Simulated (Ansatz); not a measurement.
## Fields on a plane of Os (hcp, Mg type)

```xyz
2
Lattice="2.7549 0.0000 0.0000 -1.3774 2.3858 0.0000 0.0000 0.0000 4.3443" Properties=species:S:1:pos:R:3 pbc="T T T"
Os     0.0000     1.5905     3.2582
Os     1.3774     0.7953     1.0861
```

The slice is a (0001) plane (indices of the conventional cell) through the point (0.667, 0.333, 0.250) (fractional), spanned by u = [110] and v = [1 -1 0] in vectors of this cell: u (2.75 Å) and v (4.77 Å, at 90° to u). It covers one period; positions are fractions (u, v).

Atoms on it: Os at (0.00, 0.00); Os at (0.50, 0.50).

All values below come from PBE (plane waves to 420 eV, PAW, scalar-relativistic; Ansatz, a program for electronic structure). k mesh 19×19×11. These are valence fields of a PAW run, semicore shells included where kept as valence: close to a nucleus they are smooth pseudo fields. Os is run without spin polarisation. Os was relaxed with its symmetry unable to fall. Spin-orbit coupling is left out, though Os is heavy.

```
|999988663311001133668899|
|998877442200000022447788|
|666644221100000011224466|
|332222110000000000112222|
|000000000000000000000000|
|000000112222332222110000|
|000011224466666644221100|
|000022447788998877442200|
|001133668899999988663311|
|001133779999999999773311|
|001133668899999988663311|
|000022447788998877442200|
|000011224466666644221100|
|000000112222332222110000|
|000000000000000000000000|
|332222110000000000112222|
|666644221100000011224466|
|998877442200000022447788|
|999988663311001133668899|
|999999773311001133779999|
```
Scale: ten equal steps from -0.48 (start of '0') to 0.90 (end of '9'), in the order '0123456789'. Values: log₁₀ of the valence density in e/Å³. The map has 12 points along u (two characters each, u = 0 at the left) and 20 along v (v = 0 in the bottom row). The scale is logarithmic, as a density can span decades between atoms and voids.

```
|xxxxxxxxxx337733xxxxxxxx|
|xxxxxxxx0066886600xxxxxx|
|xxxxxxxx3388998833xxxxxx|
|xxxx003377889988773300xx|
|445566666655555566666655|
|9988773300xxxxxx00337788|
|998833xxxxxxxxxxxxxx3388|
|886600xxxxxxxxxxxxxx0066|
|7733xxxxxxxxxxxxxxxxxx33|
|6622xxxxxxxxxxxxxxxxxx22|
|7733xxxxxxxxxxxxxxxxxx33|
|886600xxxxxxxxxxxxxx0066|
|998833xxxxxxxxxxxxxx3388|
|9988773300xxxxxx00337788|
|555566666655445566666655|
|xxxx003377889988773300xx|
|xxxxxxxx3388998833xxxxxx|
|xxxxxxxx0066886600xxxxxx|
|xxxxxxxxxx337733xxxxxxxx|
|xxxxxxxxxx226622xxxxxxxx|
```
Scale: ten equal steps from 4.00 (start of '0') to 12.70 (end of '9'), in the order '0123456789'. Values: electrostatic potential energy of an electron, from the cell's mean, in eV. The map has 12 points along u (two characters each, u = 0 at the left) and 20 along v (v = 0 in the bottom row). Points within 1 Å of a nucleus are blanked (x), as the pseudised field means little there. Values under 4 eV are set to 4. The zero, the cell's mean, hangs on the PAW cores.

| Quantity | Value |
|---|---|
| Density on the Os–Os line (2.75 Å) at its midpoint | 0.43 e/Å³ |
| ELF at that point | 0.39 |
